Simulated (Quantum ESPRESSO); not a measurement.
# Pd2W3Ti2Ta: one composition in several site orders

Simulated, not a measurement. The program is pw.x of Quantum ESPRESSO 7.5 (plane-wave density functional theory). The cell is made up: eight metal atoms on a face-centred cubic lattice, with elements, volume, strain and displacements drawn at random and not relaxed, so it may be unstable or far from any real phase. PseudoDojo standard norm-conserving files set the functional (PBE unless stated); there is no spin polarisation or spin-orbit coupling, the Fermi-Dirac width of 0.25 eV means electrons at about 2900 K, and the masses in the input are unused placeholders. Heavy elements are run without spin-orbit coupling, which real alloys of them have. A spin test at this wide smearing found no moment, but such smearing suppresses magnetism that the real alloy may have.

The runs put one composition on the sites in different orders. Cell, positions, cutoff, mesh and smearing stay as in the input of run 1; sites are counted in its order. Stress in the tables is positive in tension.

Input of run 1:

```
&control calculation='scf', pseudo_dir='./dojo.nc.sr.pbe.v0_5.standard.upf', outdir='./o', disk_io='minimal', tprnfor=.true., tstress=.true. /
&system ibrav=0, nat=8, ntyp=4, nbnd=76, ecutwfc=84.00895049, nosym=.true., tot_charge=0,
 occupations='smearing', smearing='fd', degauss=0.0183746611
/
&electrons conv_thr=1.470e-08, electron_maxstep=70, mixing_beta=0.5 /
ATOMIC_SPECIES
Pd 1.0 Pd.upf
Ta 1.0 Ta.upf
Ti 1.0 Ti.upf
W 1.0 W.upf
CELL_PARAMETERS angstrom
2.044 4.088 2.044
2.044 -4.088 2.044
2.044 0.0 -6.1319
ATOMIC_POSITIONS angstrom
Pd 0.028 0.0166 -0.0048
W 2.0054 -1.9912 -0.0357
Ti 1.9428 -0.0282 -1.9706
W 4.0719 -2.11 -2.0086
Pd 1.942 -0.0405 1.9135
Ta 2.051 2.0994 -0.0018
Ti 4.2096 0.0568 0.0766
W 4.151 1.9542 -2.2071
K_POINTS automatic
5 5 4 1 1 1
```

| run | elements on sites 1 to 8 | free energy less that of run 1 (eV) | -TS (eV) | pressure (GPa) | stress xx (GPa) | stress yy (GPa) | stress zz (GPa) | stress yz (GPa) | stress xz (GPa) | stress xy (GPa) | iterations |
| --- | --- | --- | --- | --- | --- | --- | --- | --- | --- | --- | --- |
| 1 | Pd W Ti W Pd Ta Ti W | 0.000 | -1.921 | -6.08 | 7.08 | 3.76 | 7.41 | -0.74 | 0.52 | 0.07 | 22 |
| 2 | Ta Ti W Pd W W Pd Ti | -0.403 | -1.916 | -5.26 | 4.16 | 4.98 | 6.64 | 2.59 | 0.26 | 3.05 | 21 |
| 3 | Ta Ti Pd Ti W W W Pd | -0.397 | -1.948 | -5.45 | 6.06 | 5.57 | 4.73 | 0.36 | 0.71 | -0.83 | 22 |
| 4 | W Pd W Pd Ta Ti W Ti | -0.453 | -1.807 | -6.78 | 10.19 | 0.20 | 9.95 | -0.66 | -0.47 | 0.08 | 21 |
| 5 | Pd W Ta Ti W Pd Ti W | -0.438 | -1.969 | -5.46 | 4.57 | 6.89 | 4.91 | 3.38 | -1.66 | 2.12 | 22 |
| 6 | W Pd Pd W Ti Ta Ti W | -0.508 | -1.942 | -5.96 | 7.02 | 3.87 | 7.00 | 0.66 | 2.88 | -0.64 | 22 |

Forces Fx Fy Fz (eV/Å):

| site | run 1 | run 2 | run 3 | run 4 | run 5 | run 6 |
| --- | --- | --- | --- | --- | --- | --- |
| 1 | -0.67 0.07 -0.15 | -1.15 0.20 -0.13 | -1.05 0.00 -0.32 | -0.76 0.11 -0.47 | -0.74 0.09 -0.12 | -0.95 0.09 -0.15 |
| 2 | 0.73 -0.46 -0.06 | 1.32 -0.60 -0.63 | 0.50 -0.36 -0.01 | 0.62 -0.52 -0.01 | 0.22 -0.58 0.70 | 0.59 -0.50 -0.09 |
| 3 | 1.47 0.23 -0.81 | 0.91 0.06 -0.46 | 1.17 0.33 -0.37 | 0.61 0.21 0.03 | 1.11 0.25 -0.10 | 0.84 0.28 -0.38 |
| 4 | -0.29 0.79 0.40 | 0.03 0.88 -0.07 | 0.00 0.89 0.15 | 0.03 0.96 -0.08 | 0.63 1.09 -0.84 | 0.15 1.08 -0.25 |
| 5 | 0.46 0.05 0.78 | 0.77 -0.17 0.83 | 0.67 0.09 0.64 | 0.62 0.09 0.82 | 0.53 -0.10 0.60 | 0.17 -0.01 1.12 |
| 6 | -0.46 -0.60 -0.02 | -0.03 -0.09 -0.08 | 0.33 -0.55 -0.77 | -0.03 -0.37 -0.31 | -0.25 -0.28 -0.39 | 0.15 -0.59 -0.51 |
| 7 | -0.57 -0.35 -0.95 | -0.75 -0.38 -0.53 | -1.02 -0.35 -0.30 | -0.27 -0.74 -0.88 | -1.03 -0.33 -0.59 | -0.37 -0.45 -0.60 |
| 8 | -0.67 0.27 0.82 | -1.10 0.11 1.08 | -0.61 -0.06 0.99 | -0.83 0.27 0.90 | -0.47 -0.14 0.73 | -0.58 0.11 0.88 |

The sites are displaced and not relaxed, so the energy differences hold strain from misfit and are not ordering energies. A rerun of one cell of this series at a higher cutoff and on a denser mesh moved values by no more than 0.004 eV in energy, 0.02 GPa in stress and 0.008 eV/Å in force, and a second program with other atomic files agreed on that cell to 2 % rms in force and 0.5 GPa in pressure.